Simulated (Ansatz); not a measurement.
An Ansatz (an electronic-structure program) run. Input:

Ansatz 0.2 input:
```yaml
crystal:
  lattice:
    - [4.5712816586, 0.0, 0.0]
    - [0.0, 4.5712816586, 0.0]
    - [0.0, 0.0, 4.5712816586]
  atoms:
    - { symbol: Cr, position: [0.25, 0.0, 0.5] }
    - { symbol: Cr, position: [0.75, 0.0, 0.5] }
    - { symbol: Cr, position: [0.5, 0.75, 0.0] }
    - { symbol: Cr, position: [0.5, 0.25, 0.0] }
    - { symbol: Cr, position: [0.0, 0.5, 0.75] }
    - { symbol: Cr, position: [0.0, 0.5, 0.25] }
    - { symbol: Ru, position: [0.0, 0.0, 0.0] }
    - { symbol: Ru, position: [0.5, 0.5, 0.5] }
kpoints:
  mp_grid: { grid: [9, 9, 9] }
hamiltonian:
  xc: pbesol
  pseudopotentials: { kind: paw }
scf:
  occupations: { method: fermi_dirac, width: 0.1 }
phonons:
  method: dfpt
  response_accuracy: low
  eigenvectors: true
  rigid_motions: translations
```

Output (shortened):

```
Pseudopotential: Cr, paw, valence charge 14
Pseudopotential: Ru, paw, valence charge 16
Functional definition: PBEsol
Crystal: 8 atoms, lattice volume = 95.524 Å³
Basis set: ecut = 420 eV, 1863 PW (Γ), exchange–correlation on 64×64×64 points (8 copies of the dense FFT grid, shifted against one another)
Bands: 70, of which v1, the nominal top of the filled ones, is band 58 counted from 1 (57 counted from 0)
Symmetry: 48 space group operations
k-points: 125 of 729 (irreducible under 4 space group operations, time reversal used)
SCF iter   1: F=—  HF=-31727.753233 eV  |F-HF|=—  |Δ(HF+E_count)|=         —  Δρ=1.19e-2  dr2=9.31e-2  ethr=1.77e-3  ⟨swp⟩=4.1  Hψ=25272  notcnv=0
preconditioner: auto → Kerker (q_TF=auto, 2.818 Å⁻¹)
SCF iter   2: F=—  HF=-31727.730269 eV  |F-HF|=—  |Δ(HF+E_count)|=   2.30e-2  Δρ=2.87e-3  dr2=5.64e-3  ethr=8.02e-5  ⟨swp⟩=2.0  Hψ=14695  notcnv=0
SCF iter   3: F=—  HF=-31727.728734 eV  |F-HF|=—  |Δ(HF+E_count)|=   1.54e-3  Δρ=9.00e-4  dr2=4.35e-4  ethr=4.86e-6  ⟨swp⟩=2.1  Hψ=15751  notcnv=0
SCF iter   4: F=—  HF=-31727.728632 eV  |F-HF|=—  |Δ(HF+E_count)|=   1.01e-4  Δρ=1.71e-4  dr2=1.20e-5  ethr=3.75e-7  ⟨swp⟩=2.0  Hψ=12823  notcnv=0
SCF iter   5: F=—  HF=-31727.728641 eV  |F-HF|=—  |Δ(HF+E_count)|=   8.61e-6  Δρ=9.22e-5  dr2=7.41e-6  ethr=1.04e-8  ⟨swp⟩=2.0  Hψ=15892  notcnv=0
SCF iter   6: F=—  HF=-31727.728641 eV  |F-HF|=—  |Δ(HF+E_count)|=   2.47e-7  Δρ=1.59e-5  dr2=1.69e-7  ethr=6.39e-9  ⟨swp⟩=2.0  Hψ=11759  notcnv=0
SCF iter   7: F=—  HF=-31727.728641 eV  |F-HF|=—  |Δ(HF+E_count)|=   1.41e-8  Δρ=2.56e-6  dr2=7.07e-9  ethr=1.46e-10  ⟨swp⟩=2.0  Hψ=15768  notcnv=0
SCF iter   8: F=—  HF=-31727.728641 eV  |F-HF|=—  |Δ(HF+E_count)|=   1.21e-9  Δρ=7.98e-7  dr2=7.58e-10  ethr=6.10e-12  ⟨swp⟩=2.0  Hψ=12357  notcnv=0
SCF iter   9: F=-31727.728641 eV  HF=-31727.728641 eV  |F-HF|=7.28e-12  |Δ(HF+E_count)|=  8.00e-11  Δρ=1.18e-7  dr2=7.94e-12  ethr=1.00e-12  ⟨swp⟩=4.1  Hψ=41148  notcnv=0
SCF 1 converged in 9 iterations: F = -31727.728641 eV  dr2 = 7.94e-12
DFPT response loops at Γ: preconditioner auto → Kerker (q_TF=auto, 2.818 Å⁻¹) (partly filled bands, converged f_vac=0.000) …
SCF converged after 9 iterations
Free energy (F): -31727.728641 eV
Harris-Foulkes:  -31727.728641 eV  (|F-HF|=7.28e-12)
Internal energy: -31727.384341 eV  (E = F + TS)
E sigma→0 (E₀):  -31727.556491 eV
Entropy (-TS):   -0.344300 eV (-43.037 meV/atom)
Fermi energy:    20.744866 eV
--- Per-component energies (eV) ---
  E_band       = -951.262035
  E_kinetic    = 3095.377827
  E_local      = -9572.973638  (includes V_loc(G=0)·N_el)
  E_nonlocal   = 1170.355559
  E_hartree    = 3892.297846
  E_xc         = -1216.544534
  E_vxc        = -1550.747514  (∫ρ·V_xc dr)
  E_paw        = -13801.445595  (= ΣΔE_a)
  E_vpaw       = -1877.871763  (= ΣTr[D̂ρ^β])
  E_aug_tail   = 0.001784  (compensation charges beyond the density's cutoff)
  E_ewald      = -15295.920179
  E_core_change = 1.466589  (= ΣΔE_core)
  E_smearing   = -0.344300  (= −TS)
  E_closure    =  0.000000  (closes the sum)
  Σ components = -31727.728641   (vs F -31727.728641, Δ=0.00e0)
  [band-id]    e_kinetic+e_local+e_nonlocal+2·e_hartree+e_vxc+e_vpaw+e_augmentation_tail = -951.262053   (vs E_band -951.262035, Δ=-1.78e-5)
--- Band table (eV; the first three rows and the last of 125) ---
  k-point 0: bands = ["-52.1740", "-52.1595", "-50.8495", "-50.8036", "-50.8036", "-50.6228", "-50.6228", "-50.6228", "-22.8049", "-22.8049", "-22.7285", "-22.7285", "-22.7285", "-22.6970", "-22.4943", "-22.4943", "-22.4943", "-22.1908", "-22.1908", …
  k-point 1: bands = ["-52.1733", "-52.1597", "-50.8472", "-50.8050", "-50.7995", "-50.6287", "-50.6228", "-50.6228", "-22.8159", "-22.7880", "-22.7256", "-22.7256", "-22.7194", "-22.6721", "-22.5058", "-22.5058", "-22.4645", "-22.1886", "-22.1827", …
  k-point 2: bands = ["-52.1713", "-52.1602", "-50.8417", "-50.8089", "-50.7864", "-50.6455", "-50.6228", "-50.6228", "-22.8357", "-22.7835", "-22.7184", "-22.7184", "-22.6548", "-22.5930", "-22.5312", "-22.5312", "-22.3915", "-22.1822", "-22.1747", …
  k-point 124: bands = ["-52.1603", "-52.1602", "-50.7458", "-50.7400", "-50.7400", "-50.7080", "-50.7080", "-50.7036", "-22.5740", "-22.5654", "-22.5654", "-22.5121", "-22.5121", "-22.4985", "-22.3743", "-22.3621", "-22.1821", "-22.1821", "-22.1809", …
--- Phonons (Γ-DFPT): 3 representative perturbations + reference, on 125 of 729 k-points (Σ response iterations 13) ---
  ASR residual: 1.162e-3 → 0.000e0 eV/Å²; symmetrization residual: 8.814e-5 eV/Å²
  ASR residual per site (eV/Å²): 1.16e-3 1.16e-3 1.16e-3 1.16e-3 1.16e-3 1.16e-3 5.88e-4 5.88e-4
  Γ frequencies (cm⁻¹): 0.00 0.00 0.00 128.09 128.09 128.09 160.56 160.56 160.56 165.13 165.13 165.13 215.56 237.40 237.40 237.40 242.08 242.08 242.82 242.82 242.82 280.47 280.47 280.47
  non-analytic LO–TO correction: not included (Born effective charges unavailable; polar crystals: no LO–TO splitting at Γ)
```

Cost: around 7 core-minutes (rough) on shared cores.

Space group Pm-3n (A15 (Cr3Si type)). The first step of the workflow began from a Materials Project structure, measured or hypothetical; the Crystallography Open Database copy checked does not list it. Whether it is the stable phase at ambient conditions was not checked. The PBEsol relaxation kept the symmetry of its start; whether a distortion lowers the energy is not shown. The run is not spin-polarised. As this level gives no gap, phonon frequencies hold no LO–TO term and depend on the k-mesh and smearing (Fermi–Dirac, 0.1 eV here). Spin–orbit coupling is left out wherever it is not named.

Potentials: the later of the program's two PAW sets.

Ansatz is a plane-wave DFT program.
